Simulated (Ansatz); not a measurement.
Hf5Si3N in space group P6_3/mcm (No. 193; Hf on 6g, Hf on 4d, Si on 6g, N on 2b), plane-wave PAW r²SCAN (Ansatz code), all energies at zero smearing, with the estimated change up to a 700 eV cutoff added, with one set of potentials and settings (totals compare only within such a set). Cell of 18 atoms (10 Hf, 6 Si, 2 N): -161954.461 eV.

| element | reference phase | E (eV/atom) |
|---|---|---|
| Hf | P6_3/mmc, 2 atoms in the cell | -15733.0631 |
| Si | Fd-3m, 2 atoms in the cell | -639.0667 |
| N | Pa-3, 8 atoms in the cell | -384.8315 |

Formation energy per atom, worked out: (-161954.461 − 10×(-15733.0631) − 6×(-639.0667) − 2×(-384.8315))/18 = -1.098 eV/atom (-106 kJ per mol of atoms), at 0 K, without zero-point energy or fitted corrections.

The workflow started from a Materials Project entry (that database holds measured and hypothetical structures alike); the Crystallography Open Database copy checked does not list it. Its standing as an ambient phase is unchecked. The cell was relaxed with r²SCAN under the symmetry of its start; its stability against distortions is not shown here. The run is not spin-polarised. The references are the lowest solids computed at this level, not always the standard phases (solids in place of the gases). Spin–orbit coupling is left out wherever it is not named.

Potentials: the later of the program's two PAW sets.
